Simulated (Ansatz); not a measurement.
HfSiO$_{4}$:
```
HfSiO4
1.0
   -3.32265     3.32265     3.00712
    3.32265    -3.32265     3.00712
    3.32265     3.32265    -3.00712
Hf Si O
2 2 8
Direct
  0.00000   0.00000   0.00000
  0.75000   0.25000   0.50000
  0.25000   0.75000   0.50000
  0.50000   0.50000   0.00000
  0.13473   0.31893   0.81581
  0.06893   0.75312   0.68419
  0.50312   0.31893   0.18419
  0.06893   0.38473   0.31581
  0.61527   0.93107   0.68419
  0.68107   0.86527   0.18419
  0.24688   0.93107   0.31581
  0.68107   0.49688   0.81581
```

Relaxed with PBE. Special points in fractions of this cell's reciprocal vectors: Γ (0.000, 0.000, 0.000); X (0.000, 0.000, 0.500); M (-0.500, 0.500, 0.500); Z (0.455, 0.455, -0.455); Z0 (-0.455, 0.545, 0.455); P (0.250, 0.250, 0.250); N (0.000, 0.500, 0.000).

**Question.** List the band energies nearest the valence-band maximum at these points for DFT-PBE with spin–orbit coupling in the program Ansatz with PAW potentials.

**Answer.** In eV from the valence-band maximum; about four levels below and three above (degenerate sets whole), none deeper than 8.9 eV; points with the same levels are listed once.

```
k                              below                above
-  ---------------------------------  -------------------
Γ  -0.52 -0.52 -0.52 -0.52 0.00 0.00  5.65 5.65 5.87 5.87
X            -0.56 -0.56 -0.56 -0.56  5.32 5.32 5.32 5.32
M            -0.87 -0.87 -0.87 -0.87  6.01 6.01 6.01 6.01
Z            -0.82 -0.82 -0.80 -0.80  5.96 5.96 6.05 6.05
P            -0.47 -0.47 -0.47 -0.47  5.31 5.31 5.34 5.34
N            -0.24 -0.24 -0.21 -0.21  5.55 5.55 5.69 5.69
```

Space group I4_1/amd. The PBE relaxation kept the symmetry of its start. The run is not spin-polarised.

Potentials: the later of the program's two PAW sets.
